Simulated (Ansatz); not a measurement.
Here is the system:

SiW:
```
SiW
1.0
    0.00000     2.49913     2.49913
    2.49913     0.00000     2.49913
    2.49913     2.49913     0.00000
Si W
1 1
Direct
  0.00000   0.00000   0.00000
  0.50000   0.50000   0.50000
```

This is the r²SCAN-relaxed structure.

Q: All from DFT-r²SCAN in the program Ansatz with PAW potentials, unless another level is named. Predict the bulk modulus (Birch–Murnaghan fit).

A: 199 GPa.

Q: What about the elastic constants (relaxed ions, GPa)?

A: C11 = 463, C12 = 66.1, C44 = 5.8.

Space group Fm-3m (rock salt). A made-up cell: these elements were put on the sites of a structure type; neither database checked (COD, Materials Project) lists it. Its standing as an ambient phase is unchecked. The r²SCAN relaxation kept the symmetry of its start; whether a distortion lowers the energy is not shown. The run is not spin-polarised. As this level gives no gap, shear constants depend on the k-mesh and smearing (Fermi–Dirac, 0.1 eV here). Scalar-relativistic: spin–orbit coupling is off unless named, which matters more the heavier the elements.

Potentials: the later of the program's two PAW sets.
